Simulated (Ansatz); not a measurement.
**Computed properties of Ti$_{3}$InN**

Ti$_{3}$InN:
Space group Pm-3m (No. 221); a = b = c = 4.110 Å, α = β = γ = 90.00°

| atom | site | symmetry | x | y | z |
|---|---|---|---|---|---|
| Ti | 3c | 4/mm.m | 0.0000 | 0.5000 | 0.5000 |
| In | 1a | m-3m | 0.0000 | 0.0000 | 0.0000 |
| N | 1b | m-3m | 0.5000 | 0.5000 | 0.5000 |

Space group Pm-3m (No. 221), anti-perovskite; conventional cell a = b = c = 4.1100 Å, α = β = γ = 90.00°.

Method: LDA in the plane-wave PAW code Ansatz. Structure relaxed to zero pressure with the same functional. Other levels are named where they apply.

**Cell and energy**

| Item | Result |
|---|---|
| Volume per atom | 13.88 Å³ |
| Density | 6.52 g/cm³ |
| Formation energy from the elements (no fitted shifts) | -1.08 eV/atom |

**Electronic structure**

| Quantity | Result |
|---|---|
| Electronic character | metallic (no gap) |
| Density of states at the Fermi level | 0.71 states/eV per atom (mean over ±0.08 eV) |

**Mechanics**

| Quantity | Value |
|---|---|
| Bulk modulus (Birch–Murnaghan fit) | 180 GPa |
| Pressure derivative B′ | 4.2 |
| Elastic constants (relaxed ions, GPa) | C11 = 228, C12 = 156, C44 = 56.5 |
| Mechanical stability | stable (all eigenvalues of C positive) |
| Hill bulk and shear moduli | 180 and 47.1 GPa |
| Young's modulus | 130 GPa |
| Poisson's ratio | 0.38 |
| Debye temperature from the elastic constants | 376 K |

**Phonons**

| Quantity | Value |
|---|---|
| Highest zone-centre frequency | 626 cm⁻¹ |
| Zone-centre stability | no imaginary mode at Γ |

The first step of the workflow began from a Materials Project structure, measured or hypothetical; the Crystallography Open Database copy checked does not list it. Its standing as an ambient phase is unchecked. The LDA relaxation kept the symmetry of its start. The run is not spin-polarised. As this level gives no gap, shear constants depend on the k-mesh and smearing (Fermi–Dirac, 0.1 eV here). As this level gives no gap, phonon frequencies hold no LO–TO term and depend on the k-mesh and smearing (Fermi–Dirac, 0.1 eV here). On the denser mesh and wider smearing of the elastic run this cell carries a stress of 0.3 GPa. The references are the lowest solids computed at this level, not always the standard phases (solids in place of the gases). Spin–orbit coupling is left out wherever it is not named.

Potentials: the later of the program's two PAW sets.
